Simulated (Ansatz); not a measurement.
GaP (zinc blende)

```xyz
2
Lattice="0.0000 2.7257 2.7257 2.7257 0.0000 2.7257 2.7257 2.7257 0.0000" Properties=species:S:1:pos:R:3 pbc="T T T"
P      4.0885     4.0885     4.0885
Ga     0.0000     0.0000     0.0000
```

Two-dimensional scan of atom 2 (Ga, nearest neighbour P at 2.361 Å; its periodic images, 3.9 Å or more away, move with it): u runs along (0.707, 0.707, 0.000), v along (0.000, 0.000, 1.000) (Cartesian). Cell and other atoms are fixed.

All values below come from r2SCAN (plane waves to 500 eV, PAW, scalar-relativistic; Ansatz, a quantum-chemistry and plane-wave program). k mesh 8×8×8 (Γ-centred), Fermi-Dirac smearing 0.05 eV. E stands for the smeared free energy. Points where atoms come too close for the PAW data are left out (x in tables, blank in figures). As the smearing reaches across the gap at some points, energies and forces of such displacements shift with the k mesh and the smearing. GaP was relaxed with its symmetry unable to fall. ΔE is measured from the undisplaced structure. Axes are in Å.

### Question
Predict the ΔE (meV/cell) at all points of the grid u = -0.780, -0.520, -0.260, 0.000, 0.260, 0.520, 0.780 by v = -0.780, -0.520, -0.260, 0.000, 0.260, 0.520, 0.780.

### Answer
ΔE (meV/cell), with u across and v down:

```
v \ u   -0.780  -0.520  -0.260  0.000  0.260  0.520  0.780
------  ------  ------  ------  -----  -----  -----  -----
-0.780       x       x    4018   2371   4018      x      x
-0.520       x       x    2353   1227   2353      x      x
-0.260       x    3268    1016    335   1016   3268      x
0.000     3525    1462     350      0    350   1462   3525
0.260     1582     825     446    335    446    825   1582
0.520     1055    1048    1162   1227   1162   1048   1055
0.780     1291    1746    2189   2371   2189   1746   1291
```

(For displaced atoms, the force is minus the slope of the energy, and its curvature is a force constant, which sets phonon frequencies.)
